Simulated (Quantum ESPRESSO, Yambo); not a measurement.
## Quasiparticle gap of MoF$_{6}$

```cif
data_F6Mo
_chemical_formula_sum 'F6 Mo1'
_space_group_name_H-M_alt 'P 1'
_space_group_IT_number 1
_cell_length_a 5.48600
_cell_length_b 5.48600
_cell_length_c 5.48600
_cell_angle_alpha 109.471
_cell_angle_beta 109.471
_cell_angle_gamma 109.471
loop_
_space_group_symop_operation_xyz
  'x, y, z'
loop_
_atom_site_label
_atom_site_type_symbol
_atom_site_fract_x
_atom_site_fract_y
_atom_site_fract_z
_atom_site_occupancy
F1 F 0.71067 0.71067 0.00000 1
F2 F 0.28933 0.28933 0.00000 1
F3 F 0.00000 0.71067 0.71067 1
F4 F 0.00000 0.28933 0.28933 1
F5 F 0.71067 0.00000 0.71067 1
F6 F 0.28933 0.00000 0.28933 1
Mo1 Mo 0.00000 0.00000 0.00000 1
```

The geometry is that of Materials Project entry mp-558836, symmetrised and not relaxed again.

Starting point: PBEsol (pw.x of Quantum ESPRESSO, ONCV potentials, no spin-orbit coupling). G0W0 in Yambo: 2×2×2 Γ-centred k mesh, bands 2 to 187 and a 7 Ry block in the screening, 187 bands in G with the Bruneval-Gonze terminator, plasmon pole fitted at 27.2 eV.

| Property | Result |
|---|---|
| PBEsol gap along the band path | 4.29 eV |
| PBEsol gap between the mesh's edge points (Γ → N) | 4.31 eV |
| G0W0 gap between the same points | 8.66 eV |
| PBEsol smallest direct gap on the mesh (at N) | 4.39 eV |
| G0W0 direct gap at that point | 8.74 eV |

```
k point  band  E PBEsol (eV)  E QP (eV)  shift (eV)     Z
-------  ----  -------------  ---------  ----------  ----
Γ          VB           0.00      -1.89       -1.89  0.79
Γ          CB           4.42       6.91        2.49  0.83
N          VB          -0.08      -1.98       -1.90  0.79
N          CB           4.31       6.76        2.45  0.83
H          VB          -0.04      -1.93       -1.90  0.79
H          CB           4.42       6.91        2.49  0.83
```

Energies count from the PBEsol valence-band maximum.

Nearest settings tried, and what they do to the gap: 123 bands in G: +17 meV; 123 bands in W, 123 bands in G: +76 meV; 6 Ry block (225 vectors against 321): +59 meV. Not varied: mesh. So the settings aren't converged at that level. The k mesh is coarse.

Spin-orbit splittings are left out.

The structure is a Materials Project entry; no match was found in the copy of COD used, and its stability was not checked.
